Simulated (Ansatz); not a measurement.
Bi:
```
CELL_PARAMETERS angstrom
      3.25046     0.00000     0.00000
      0.00000     3.25046     0.00000
      0.00000     0.00000     3.25046
ATOMIC_POSITIONS crystal
  Bi 0.00000 0.00000 0.00000
```

Relaxed with r²SCAN. Special points in fractions of this cell's reciprocal vectors: Γ (0.000, 0.000, 0.000); X (0.000, 0.500, 0.000); M (0.500, 0.500, 0.000); R (0.500, 0.500, 0.500).

### Question
List the band energies nearest the Fermi level at these points for r²SCAN in the plane-wave PAW code Ansatz.

### Answer
In eV from the Fermi level; about four levels below and three above (degenerate sets whole), none deeper than 8.9 eV; … stands for higher levels left out; points with the same levels are listed once.

```csv
k,below,above
Γ,–,3.27 3.27 3.27
X,-5.24,5.25 5.25 10.29
M,-3.36 -3.36,3.05 7.33 …
R,-7.61 -1.56 -1.56 -1.56,…
```

Space group Pm-3m (simple cubic). The start of the workflow was typed in or built on a structure type; neither database checked (COD, Materials Project) lists it. It is not the phase usual at ambient conditions (space group No. 166). Symmetry was held in the r²SCAN relaxation; whether a distortion lowers the energy is not shown. Scalar-relativistic: spin–orbit coupling is off unless named, which matters more the heavier the elements.

Potentials: the earlier of the program's two PAW sets.
